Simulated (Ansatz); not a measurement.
AlZnNO:
Space group P3m1 (No. 156); a = b = 3.1385 Å, c = 5.1469 Å, α = β = 90.00°, γ = 120.00°

```tsv
atom	site	symmetry	x	y	z
Al	1b	3m.	0.3333	0.6667	0.5048
Zn	1c	3m.	0.6667	0.3333	0.9873
O	1b	3m.	0.3333	0.6667	0.1510
N	1c	3m.	0.6667	0.3333	0.6068
```

Relaxed with PBEsol.

**Question.** Which orbitals make up the states near the band edges in PBEsol (plane waves, PAW; program Ansatz)?

**Answer.** Top 1 eV of the valence band: N 2p 53 %, O 2p 30 %, Zn 3d 10 %. Bottom 1 eV of the conduction band: Zn 4s 42 %, O 2s 15 %, N 2s 13 %, N 2p 7 %, Al 3s 7 %, O 2p 7 %, Al 3p 5 %. Projections are on Löwdin-orthogonalised atomic valence shells; empty p or d shells of many metals are not among them.

**Question.** Tabulate the density of states.

**Answer.** States/eV per cell of 4 atoms, in 0.25 eV bins, energy from the valence-band maximum.

| E (eV) | total | Zn 3d | O 2p | N 2p |
|---|---|---|---|---|
| -7.85 | 0.00 | 0.00 | 0.00 | 0.00 |
| -7.60 | 0.00 | 0.00 | 0.00 | 0.00 |
| -7.35 | 0.00 | 0.00 | 0.00 | 0.00 |
| -7.10 | 0.00 | 0.00 | 0.00 | 0.00 |
| -6.85 | 0.00 | 0.00 | 0.00 | 0.00 |
| -6.60 | 0.00 | 0.00 | 0.00 | 0.00 |
| -6.35 | 0.00 | 0.00 | 0.00 | 0.00 |
| -6.10 | 2.16 | 0.92 | 0.68 | 0.21 |
| -5.85 | 4.98 | 2.51 | 1.55 | 0.33 |
| -5.60 | 4.17 | 2.24 | 1.24 | 0.26 |
| -5.35 | 8.15 | 5.26 | 1.88 | 0.49 |
| -5.10 | 4.47 | 3.06 | 0.92 | 0.25 |
| -4.85 | 5.22 | 3.85 | 0.46 | 0.54 |
| -4.60 | 8.57 | 7.59 | 0.21 | 0.49 |
| -4.35 | 5.07 | 4.16 | 0.35 | 0.32 |
| -4.10 | 3.90 | 2.12 | 0.87 | 0.44 |
| -3.85 | 2.66 | 1.12 | 0.65 | 0.46 |
| -3.60 | 2.19 | 0.91 | 0.47 | 0.45 |
| -3.35 | 1.52 | 0.54 | 0.27 | 0.42 |
| -3.10 | 1.79 | 0.54 | 0.46 | 0.47 |
| -2.85 | 1.90 | 0.50 | 0.60 | 0.48 |
| -2.60 | 1.95 | 0.46 | 0.65 | 0.53 |
| -2.35 | 2.72 | 0.56 | 0.97 | 0.78 |
| -2.10 | 3.04 | 0.54 | 1.17 | 0.91 |
| -1.85 | 2.54 | 0.39 | 1.06 | 0.78 |
| -1.60 | 2.66 | 0.38 | 1.12 | 0.86 |
| -1.35 | 2.58 | 0.32 | 0.93 | 1.04 |
| -1.10 | 3.37 | 0.37 | 1.08 | 1.58 |
| -0.85 | 4.04 | 0.43 | 1.36 | 1.90 |
| -0.60 | 5.00 | 0.48 | 1.41 | 2.73 |
| -0.35 | 2.61 | 0.23 | 0.73 | 1.51 |
| -0.10 | 0.73 | 0.06 | 0.20 | 0.45 |
| 0.15 | 0.00 | 0.00 | 0.00 | 0.00 |
| 0.40 | 0.00 | 0.00 | 0.00 | 0.00 |
| 0.65 | 0.00 | 0.00 | 0.00 | 0.00 |
| 0.90 | 0.00 | 0.00 | 0.00 | 0.00 |
| 1.15 | 0.00 | 0.00 | 0.00 | 0.00 |
| 1.40 | 0.00 | 0.00 | 0.00 | 0.00 |
| 1.65 | 0.00 | 0.00 | 0.00 | 0.00 |
| 1.90 | 0.00 | 0.00 | 0.00 | 0.00 |
| 2.15 | 0.00 | 0.00 | 0.00 | 0.00 |
| 2.40 | 0.01 | 0.00 | 0.00 | 0.00 |
| 2.65 | 0.03 | 0.00 | 0.00 | 0.00 |
| 2.90 | 0.05 | 0.00 | 0.00 | 0.00 |
| 3.15 | 0.07 | 0.00 | 0.01 | 0.01 |
| 3.40 | 0.10 | 0.00 | 0.01 | 0.01 |
| 3.65 | 0.13 | 0.00 | 0.01 | 0.01 |
| 3.90 | 0.16 | 0.00 | 0.02 | 0.02 |
| 4.15 | 0.21 | 0.00 | 0.02 | 0.03 |
| 4.40 | 0.27 | 0.00 | 0.03 | 0.03 |
| 4.65 | 0.36 | 0.00 | 0.04 | 0.05 |
| 4.90 | 0.49 | 0.00 | 0.05 | 0.07 |
| 5.15 | 1.13 | 0.01 | 0.07 | 0.11 |
| 5.40 | 1.47 | 0.01 | 0.09 | 0.15 |
| 5.65 | 1.18 | 0.01 | 0.07 | 0.09 |
| 5.90 | 0.94 | 0.00 | 0.05 | 0.06 |
| 6.15 | 1.20 | 0.01 | 0.05 | 0.06 |
| 6.40 | 0.89 | 0.00 | 0.03 | 0.04 |
| 6.65 | 1.38 | 0.00 | 0.07 | 0.08 |
| 6.90 | 1.89 | 0.01 | 0.10 | 0.15 |

The start of the workflow was typed in or built on a structure type; neither database checked (COD, Materials Project) lists it. Its standing as an ambient phase is unchecked. The cell was relaxed with PBEsol under the symmetry of its start; its stability against distortions is not shown here.

Potentials: the earlier of the program's two PAW sets. The files were generated under PBE; for other functionals the program regenerates the frozen cores, and for LDA and PBEsol the local potential too.
